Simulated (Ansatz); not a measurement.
Name crystals whose computed values (DFT-PBE in the program Ansatz with PAW potentials) fall in these windows: Θ_D (K) 140 to 170; B₀ by P(V) fit (GPa) 31 to 42; highest Γ mode, no LO–TO term (cm⁻¹) 110 to 150.



```csv
crystal,Θ_D (K),B₀ by P(V) fit (GPa),"highest Γ mode, no LO–TO term (cm⁻¹)"
"CdTe, zinc blende",158,35.1,130
```
Others may fit too.

The cell was relaxed under the symmetry of its start. Spin–orbit coupling is left out wherever it is not named.

Potentials: the later of the program's two PAW sets.
